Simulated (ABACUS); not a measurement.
A self-consistent single point of CoPtO2 (R-3m, 4 atoms in the cell; from Materials Project mp-19210, changed as shown).

```
CELL_PARAMETERS angstrom
      1.41696     0.81808     5.95912
     -1.41696     0.81808     5.95912
      0.00000    -1.63617     5.95912
ATOMIC_POSITIONS crystal
  Co 0.50000 0.50000 0.50000
  Pt 0.00000 0.00000 0.00000
  O  0.88776 0.88776 0.88776
  O  0.11224 0.11224 0.11224
```

Computed with PBEsol, PseudoDojo 0.4 standard norm-conserving PBEsol (tails mended) pseudopotentials (plane waves; ABACUS).

ABACUS settings:

* **KPT**: Gamma 6 6 6 0 0 0
* **basis_type**: pw
* **dft_functional**: PBESOL
* **ecutwfc**: 96 Ry
* **smearing_method**: fd
* **smearing_sigma**: 0.00734986 Ry
* **potentials**: PseudoDojo 0.4 standard norm-conserving PBEsol (tails mended)
* **symmetry**: 1
* **ks_solver**: cg
* **scf_nmax**: 100
* **scf_thr**: 1.0e-09 Ry
* **mixing_type**: broyden
* **mixing_beta**: 0.7

Results:

* **Number of valence electrons**: 47
* **Number of bands**: 34
* **Number of k-points after the program's reduction**: 32
* **Number of plane waves (most at a k-point)**: 4500
* **Number of SCF iterations**: 23
* **FFT grid**: 75 × 75 × 75
* **Free energy E − TS**: -8607.6535 eV
* **Fermi level (on the code's own zero)**: 16.33 eV
* **Pressure**: -8.17 GPa
* **Largest force (vector length)**: 0.020 eV/Å

Forces (eV/Å):
```tsv
atom	Fx	Fy	Fz
Co1	0.000	0.000	0.000
Pt2	0.000	0.000	0.000
O3	0.000	0.000	-0.020
O4	0.000	0.000	0.020
```

Stress (GPa, positive for compression):
```
-7.46   0.00   0.00
 0.00  -7.46   0.00
 0.00   0.00  -9.58
```

For comparison: a first run was changed to give this one (volume scaled by 1.01), and from it to this one the free energy goes up by 4.5 meV/atom, the pressure goes from -5.76 to -8.17 GPa and the largest force goes from 0.001 to 0.020 eV/Å.

The run has no spin polarisation, so moments on Co cannot form. No Hubbard term acts on the open shells, so the gap and the state can differ from those of the real compound. The structure comes from a collection of computed structures, made at another level of theory; the collection holds predicted forms beside known ones. No clean gap shows at this smearing width and mesh (spacing up to 0.43 Å⁻¹); the mesh is coarse for partly filled bands, so the values carry mesh errors.

Cost on one core: roughly 12 core-minutes.

“Tails mended”: in these copies of the files the far tail of each local potential was reset to the Coulomb form.
